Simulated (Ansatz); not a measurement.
Ag:
```
Ag
1.0
    2.68444     0.00000     0.00000
    0.00000     2.68444     0.00000
    0.00000     0.00000     2.68444
Ag
1
Direct
  0.00000   0.00000   0.00000
```

Relaxed with PBEsol. Special points in fractions of this cell's reciprocal vectors: Γ (0.000, 0.000, 0.000); X (0.000, 0.500, 0.000); M (0.500, 0.500, 0.000); R (0.500, 0.500, 0.500).

### Question
List the band energies nearest the Fermi level at these points for DFT-PBEsol in the program Ansatz with PAW potentials.

### Answer
In eV from the Fermi level; about four levels below and three above (degenerate sets whole), none deeper than 8.9 eV; … stands for higher levels left out; points with the same levels are listed once.

```tsv
k	below	above
Γ	-5.97 -5.97 -2.65 -2.65 -2.65	…
X	-3.73 -3.73 -2.55 -0.69	…
M	-5.11 -3.54 -3.54 -1.80	…
R	-5.37 -5.37 -5.37 -1.74 -1.74	…
```

Space group Pm-3m (simple cubic). A made-up cell: these elements were put on the sites of a structure type; neither database checked (COD, Materials Project) lists it. It is not the phase usual at ambient conditions (space group No. 225). Symmetry was held in the PBEsol relaxation. At this level the phase is mechanically unstable. The run is not spin-polarised. Scalar-relativistic: spin–orbit coupling is off unless named, which matters more the heavier the elements.

Potentials: the later of the program's two PAW sets.
